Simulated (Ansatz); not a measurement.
In r²SCAN in the plane-wave PAW code Ansatz, ZrTa in the rock salt structure (Fm-3m) relaxes to a = 5.643 Å. Ta has 6 nearest neighbours from 2.82 Å (octahedral); Zr has 6 nearest neighbours from 2.82 Å (octahedral). Against the elements it lies at 1.25 eV/atom, with no fitted shifts.

Electronic character: metallic (no gap). Gap from r²SCAN with spin–orbit coupling: none (metallic).

An equation-of-state fit gives a bulk modulus of 94.9 GPa. The relaxed-ion elastic constants in GPa are C11 = 160, C12 = 65.9, C44 = -83.2. Bader charges are Ta -0.62, Zr +0.62 e.

The start of the workflow was typed in or built on a structure type; neither database checked (COD, Materials Project) lists it. Its standing as an ambient phase is unchecked. Symmetry was held in the r²SCAN relaxation. At this level the phase is mechanically unstable. The run is not spin-polarised. Its formation energy is positive at this level, so the cell may be metastable or incomplete. As this level gives no gap, shear constants depend on the k-mesh and smearing (Fermi–Dirac, 0.1 eV here). The references are the lowest solids computed at this level, not always the standard phases. Spin–orbit coupling is left out wherever it is not named.

Potentials: the later of the program's two PAW sets.
